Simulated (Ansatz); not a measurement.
Trial structures of LiPd₂N₃: starts and ends

The calculation used DFT PBE, scalar-relativistic, plane waves, PAW (Ansatz 0.2.0). All cells share a 420 eV cutoff and Γ-centred k meshes spaced at most about 0.3 Å⁻¹ (about 0.25 or finer for metals, 2π included). No spin polarisation in the final relaxations.

Each guess was relaxed in cell and atoms at zero pressure, within the symmetry of its start. These are static total energies at zero pressure. Coordination counts N atoms around Li and Pd (those within 1.25 times the shortest such distance or 1.15 times the sum of covalent radii, 1.27 where that leaves under three; a plus sign parts nearer from farther groups; the shortest distance is added where it exceeds 1.18 times the sum of covalent radii).

| guess | made from | start group | V start (Å³/atom) | end group | V end (Å³/atom) | coordination at the end | gap on mesh (eV) | E over the lowest end (meV/atom) |
| --- | --- | --- | --- | --- | --- | --- | --- | --- |
| 1 | random cell | P4mm | 12.3 | P4/mmm | 12.3 | Li 2+4, Pd 2+2 | 0 | 293 |
| 2 | random cell | P4/mmm | 11.6 | ? | ? | ? | ? | ? |
| 3 | CeAl2Cu3 type | Cmmm | 11.7 | Cmmm | 11.0 | Li 2, Pd 6 | 0 | 571 |
| 4 | NaNi2O3 type | P-3m1 | 10.7 | P-3m1 | 10.2 | Li 6, Pd 6 | 0.22 | 0 |
| 5 | YCo3B2 type | P6/mmm | 11.3 | P6/mmm | 12.3 | Li 12 from 3.1 Å, Pd 6 | 0 | 555 |

Guess 2 as it starts:

```cif
data_structure
_symmetry_space_group_name_H-M 'P 1'
_symmetry_Int_Tables_number 1
_cell_length_a 4.0161
_cell_length_b 4.0161
_cell_length_c 4.3190
_cell_angle_alpha 90.000
_cell_angle_beta 90.000
_cell_angle_gamma 90.000
_cell_volume 69.66
loop_
_atom_site_label
_atom_site_type_symbol
_atom_site_fract_x
_atom_site_fract_y
_atom_site_fract_z
_atom_site_occupancy
Li1 Li 0.50000 0.50000 0.50000 1
Pd1 Pd 0.00000 0.00000 0.24679 1
Pd2 Pd 0.00000 0.00000 0.75321 1
N1 N 0.00000 0.50000 0.00000 1
N2 N 0.50000 0.00000 0.00000 1
N3 N 0.50000 0.50000 0.00000 1
```

Problem. Fill in the missing row: what does this guess relax into, and where does it rank?

Solution. It ends in space group P4/mmm (No. 123), with a = 3.693 Å, c = 5.183 Å, 11.8 Å³/atom and no gap. It lies 0.82 eV/atom over the lowest end, above guess 3 and so the highest of the set. Counting N atoms around Li and Pd, this end has Li 2+8 from 2.6 Å, Pd 4 and the lowest (guess 4) has Li 6, Pd 6.

```
Li Pd N
1.0
     3.69251    0.00000    0.00000
     0.00000    3.69251    0.00000
     0.00000    0.00000    5.18263
Li Pd N
1 2 3
Cartesian
  1.8463 1.8463 2.5913
  0.0000 0.0000 1.2842
  0.0000 0.0000 3.8984
  0.0000 1.8463 0.0000
  1.8463 0.0000 0.0000
  1.8463 1.8463 0.0000
```

Energies over the elements count from the elements' standard structures at the same level (N₂ as a molecule), with no fitted energy shifts.

Problem. Is the lowest end bound against the elements?

Solution. No: its formation energy is +0.674 eV/atom. The separate elements lie lower, so it is unstable against them.

Kohn–Sham gaps at this level usually fall short of measured ones. Cells relaxed within their symmetry can be saddle points. A lower structure may well exist outside this small set. Some candidate types were left out of the draw beforehand, so a known form may be missing.
